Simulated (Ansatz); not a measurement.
Input, command and steps of an Ansatz relaxation.

```yaml
crystal:
  lattice:
    - [3.3442985222, 1.930831652, 6.0871255257]
    - [-3.3442985222, 1.930831652, 6.0871255257]
    - [0.0, -3.8616633041, 6.0871255257]
  atoms:
    - { symbol: Ta, position: [0.05625, 0.44375, 0.75] }
    - { symbol: Ta, position: [0.75, 0.05625, 0.44375] }
    - { symbol: Ta, position: [0.44375, 0.75, 0.05625] }
    - { symbol: Ta, position: [0.94375, 0.55625, 0.25] }
    - { symbol: Ta, position: [0.25, 0.94375, 0.55625] }
    - { symbol: Ta, position: [0.55625, 0.25, 0.94375] }
    - { symbol: Te, position: [0.85218, 0.85218, 0.85218] }
    - { symbol: Te, position: [0.64782, 0.64782, 0.64782] }
    - { symbol: Te, position: [0.14782, 0.14782, 0.14782] }
    - { symbol: Te, position: [0.35218, 0.35218, 0.35218] }
basis:
  ecutwfc: 420
kpoints:
  mp_grid: { grid: [3, 3, 3] }
hamiltonian:
  xc: pbe
scf:
  occupations: { method: gaussian, width: 0.1 }
  lower_state_search: "off"
output:
  forces: true
  stress: true
  eigenvalues: true
relax:
  adjacent_minimum: "off"
  f_tol: 0.04
  max_steps: 70
  cell: { stress_tol: 0.4 }
```

```bash
ansatz run input.yaml --threads 1 --pin off --max-ram 2560MiB --backend cpu --events-out ev --progress --plain --runs-dir out
```

All numbers below come from DFT PBE, scalar-relativistic, plane waves, PAW (Ansatz 0.2.0).

Of 11 frames 10 are shown, positions in Å and forces in eV/Å; the SCF threshold varies from step to step. Steps run on the plane waves of an earlier cell, with a Pulay correction in the pressure. The basis is chosen afresh for the last frame, the zero of the energies, and at times for earlier ones too; energy and pressure step there, also at an unchanged geometry. The mark taken_back stands on steps that the optimiser undid.

```xyz
10
Lattice="3.3443 1.9308 6.0871 -3.3443 1.9308 6.0871 0.0000 -3.8617 6.0871" Properties=species:S:1:pos:R:3:forces:R:3 pbc="T T T" step=1 free_energy_over_end_meV_per_atom=770.19 pressure_GPa=4.29
Ta   -1.2959   -1.9308    7.6089   -1.2076    0.0000    0.0000
Ta    2.3201   -0.1569    7.6089    0.6038   -1.0458    0.0000
Ta   -1.0242    2.0877    7.6089    0.6038    1.0458    0.0000
Ta    1.2959    1.9308   10.6525    1.2076    0.0000    0.0000
Ta   -2.3201    0.1569   10.6525   -0.6038    1.0458    0.0000
Ta    1.0242   -2.0877   10.6525   -0.6038   -1.0458    0.0000
Te    0.0000    0.0000   15.5620    0.0000    0.0000   -0.4774
Te    0.0000    0.0000   11.8301    0.0000    0.0000    0.4774
Te    0.0000    0.0000    2.6994    0.0000    0.0000    0.4774
Te    0.0000    0.0000    6.4313    0.0000    0.0000   -0.4774
10
Lattice="3.4385 1.9852 6.0993 -3.4385 1.9852 6.0993 0.0000 -3.9705 6.0993" Properties=species:S:1:pos:R:3:forces:R:3 pbc="T T T" step=2 free_energy_over_end_meV_per_atom=660.68 pressure_GPa=-1.52
Ta   -1.5326   -1.9852    7.6241   -0.1067    0.0000    0.0000
Ta    2.4856   -0.3347    7.6241    0.0534   -0.0924    0.0000
Ta   -0.9530    2.3199    7.6241    0.0534    0.0924    0.0000
Ta    1.5326    1.9852   10.6737    0.1067    0.0000    0.0000
Ta   -2.4856    0.3347   10.6737   -0.0534    0.0924    0.0000
Ta    0.9530   -2.3199   10.6737   -0.0534   -0.0924    0.0000
Te    0.0000    0.0000   15.6537    0.0000    0.0000    1.9724
Te    0.0000    0.0000   11.7930    0.0000    0.0000   -1.9724
Te    0.0000    0.0000    2.6441    0.0000    0.0000   -1.9724
Te    0.0000    0.0000    6.5048    0.0000    0.0000    1.9724
10
Lattice="3.4498 1.9917 6.0399 -3.4498 1.9917 6.0399 0.0000 -3.9834 6.0399" Properties=species:S:1:pos:R:3:forces:R:3 pbc="T T T" step=3 free_energy_over_end_meV_per_atom=456.85 pressure_GPa=0.42
Ta   -1.7387   -1.9917    7.5499   -0.2439    0.0000    0.0000
Ta    2.5942   -0.5099    7.5499    0.1220   -0.2112    0.0000
Ta   -0.8555    2.5016    7.5499    0.1220    0.2112    0.0000
Ta    1.7387    1.9917   10.5699    0.2439    0.0000    0.0000
Ta   -2.5942    0.5099   10.5699   -0.1220    0.2112    0.0000
Ta    0.8555   -2.5016   10.5699   -0.1220   -0.2112    0.0000
Te    0.0000    0.0000   15.6940    0.0000    0.0000    2.8061
Te    0.0000    0.0000   11.4857    0.0000    0.0000   -2.8061
Te    0.0000    0.0000    2.4258    0.0000    0.0000   -2.8061
Te    0.0000    0.0000    6.6341    0.0000    0.0000    2.8061
10
Lattice="3.4609 1.9982 5.9215 -3.4609 1.9982 5.9215 0.0000 -3.9963 5.9215" Properties=species:S:1:pos:R:3:forces:R:3 pbc="T T T" step=4 free_energy_over_end_meV_per_atom=288.30 pressure_GPa=6.87
Ta   -1.9470   -1.9982    7.4019    1.8573    0.0000    0.0000
Ta    2.7040   -0.6871    7.4019   -0.9286    1.6084    0.0000
Ta   -0.7569    2.6852    7.4019   -0.9286   -1.6084    0.0000
Ta    1.9470    1.9982   10.3626   -1.8573    0.0000    0.0000
Ta   -2.7040    0.6871   10.3626    0.9286   -1.6084    0.0000
Ta    0.7569   -2.6852   10.3626    0.9286    1.6084    0.0000
Te    0.0000    0.0000   15.5703    0.0000    0.0000    3.3249
Te    0.0000    0.0000   11.0765    0.0000    0.0000   -3.3249
Te    0.0000    0.0000    2.1942    0.0000    0.0000   -3.3249
Te    0.0000    0.0000    6.6880    0.0000    0.0000    3.3249
10
Lattice="3.4690 2.0028 5.7268 -3.4690 2.0028 5.7268 0.0000 -4.0056 5.7268" Properties=species:S:1:pos:R:3:forces:R:3 pbc="T T T" step=5 free_energy_over_end_meV_per_atom=170.05 pressure_GPa=5.71
Ta   -1.9496   -2.0028    7.1585    1.6682    0.0000    0.0000
Ta    2.7093   -0.6870    7.1585   -0.8341    1.4447    0.0000
Ta   -0.7597    2.6898    7.1585   -0.8341   -1.4447    0.0000
Ta    1.9496    2.0028   10.0219   -1.6682    0.0000    0.0000
Ta   -2.7093    0.6870   10.0219    0.8341   -1.4447    0.0000
Ta    0.7597   -2.6898   10.0219    0.8341    1.4447    0.0000
Te    0.0000    0.0000   15.1792    0.0000    0.0000    2.5986
Te    0.0000    0.0000   10.5914    0.0000    0.0000   -2.5986
Te    0.0000    0.0000    2.0012    0.0000    0.0000   -2.5986
Te    0.0000    0.0000    6.5890    0.0000    0.0000    2.5986
10
Lattice="3.5356 2.0413 5.1639 -3.5356 2.0413 5.1639 0.0000 -4.0825 5.1639" Properties=species:S:1:pos:R:3:forces:R:3 pbc="T T T" step=7 free_energy_over_end_meV_per_atom=33.24 pressure_GPa=2.96 taken_back
Ta   -1.9586   -2.0413    6.4549    0.6969    0.0000    0.0000
Ta    2.7471   -0.6755    6.4549   -0.3485    0.6035    0.0000
Ta   -0.7885    2.7168    6.4549   -0.3485   -0.6035    0.0000
Ta    1.9586    2.0413    9.0368   -0.6969    0.0000    0.0000
Ta   -2.7471    0.6755    9.0368    0.3485   -0.6035    0.0000
Ta    0.7885   -2.7168    9.0368    0.3485    0.6035    0.0000
Te    0.0000    0.0000   13.9937    0.0000    0.0000   -0.5461
Te    0.0000    0.0000    9.2438    0.0000    0.0000    0.5461
Te    0.0000    0.0000    1.4980    0.0000    0.0000    0.5461
Te    0.0000    0.0000    6.2479    0.0000    0.0000   -0.5461
10
Lattice="3.5115 2.0274 5.3866 -3.5115 2.0274 5.3866 0.0000 -4.0548 5.3866" Properties=species:S:1:pos:R:3:forces:R:3 pbc="T T T" step=8 free_energy_over_end_meV_per_atom=2.20 pressure_GPa=-0.08
Ta   -1.9180   -2.0274    6.7332    0.0220    0.0000    0.0000
Ta    2.7148   -0.6473    6.7332   -0.0110    0.0190    0.0000
Ta   -0.7968    2.6747    6.7332   -0.0110   -0.0190    0.0000
Ta    1.9180    2.0274    9.4265   -0.0220    0.0000    0.0000
Ta   -2.7148    0.6473    9.4265    0.0110   -0.0190    0.0000
Ta    0.7968   -2.6747    9.4265    0.0110    0.0190    0.0000
Te    0.0000    0.0000   14.5067    0.0000    0.0000    0.3395
Te    0.0000    0.0000    9.7329    0.0000    0.0000   -0.3395
Te    0.0000    0.0000    1.6531    0.0000    0.0000   -0.3395
Te    0.0000    0.0000    6.4268    0.0000    0.0000    0.3395
10
Lattice="3.5080 2.0253 5.3431 -3.5080 2.0253 5.3431 0.0000 -4.0506 5.3431" Properties=species:S:1:pos:R:3:forces:R:3 pbc="T T T" step=9 free_energy_over_end_meV_per_atom=0.40 pressure_GPa=0.47
Ta   -1.9143   -2.0253    6.6789   -0.0032    0.0000    0.0000
Ta    2.7111   -0.6451    6.6789    0.0016   -0.0028    0.0000
Ta   -0.7968    2.6705    6.6789    0.0016    0.0028    0.0000
Ta    1.9143    2.0253    9.3505    0.0032    0.0000    0.0000
Ta   -2.7111    0.6451    9.3505   -0.0016    0.0028    0.0000
Ta    0.7968   -2.6705    9.3505   -0.0016   -0.0028    0.0000
Te    0.0000    0.0000   14.4244    0.0000    0.0000   -0.0503
Te    0.0000    0.0000    9.6198    0.0000    0.0000    0.0503
Te    0.0000    0.0000    1.6051    0.0000    0.0000    0.0503
Te    0.0000    0.0000    6.4096    0.0000    0.0000   -0.0503
10
Lattice="3.5141 2.0289 5.3648 -3.5141 2.0289 5.3648 0.0000 -4.0577 5.3648" Properties=species:S:1:pos:R:3:forces:R:3 pbc="T T T" step=10 free_energy_over_end_meV_per_atom=0.21 pressure_GPa=-0.25
Ta   -1.9206   -2.0289    6.7060   -0.0070    0.0000    0.0000
Ta    2.7174   -0.6489    6.7060    0.0035   -0.0060    0.0000
Ta   -0.7967    2.6777    6.7060    0.0035    0.0060    0.0000
Ta    1.9206    2.0289    9.3884    0.0070    0.0000    0.0000
Ta   -2.7174    0.6489    9.3884   -0.0035    0.0060    0.0000
Ta    0.7967   -2.6777    9.3884   -0.0035   -0.0060    0.0000
Te    0.0000    0.0000   14.4773    0.0000    0.0000   -0.0094
Te    0.0000    0.0000    9.6643    0.0000    0.0000    0.0094
Te    0.0000    0.0000    1.6171    0.0000    0.0000    0.0094
Te    0.0000    0.0000    6.4301    0.0000    0.0000   -0.0094
10
Lattice="3.5141 2.0289 5.3648 -3.5141 2.0289 5.3648 0.0000 -4.0577 5.3648" Properties=species:S:1:pos:R:3:forces:R:3 pbc="T T T" step=11 free_energy_over_end_meV_per_atom=0.00 pressure_GPa=-0.24
Ta   -1.9206   -2.0289    6.7060   -0.0072    0.0000    0.0000
Ta    2.7174   -0.6489    6.7060    0.0036   -0.0062    0.0000
Ta   -0.7967    2.6777    6.7060    0.0036    0.0062    0.0000
Ta    1.9206    2.0289    9.3884    0.0072    0.0000    0.0000
Ta   -2.7174    0.6489    9.3884   -0.0036    0.0062    0.0000
Ta    0.7967   -2.6777    9.3884   -0.0036   -0.0062    0.0000
Te    0.0000    0.0000   14.4773    0.0000    0.0000   -0.0094
Te    0.0000    0.0000    9.6643    0.0000    0.0000    0.0094
Te    0.0000    0.0000    1.6171    0.0000    0.0000    0.0094
Te    0.0000    0.0000    6.4301    0.0000    0.0000   -0.0094
```

The start puts this composition into another compound's structure type, which needn't suit it. At the end the space group is R-3c (tolerance 0.05 Å).

It took 2.3 min on 1 thread of Arm Neoverse V1 (shared host), peak memory 0.54 GiB.

The k mesh is coarse. Spin–orbit coupling is left out, which can shift energies with elements as heavy as these.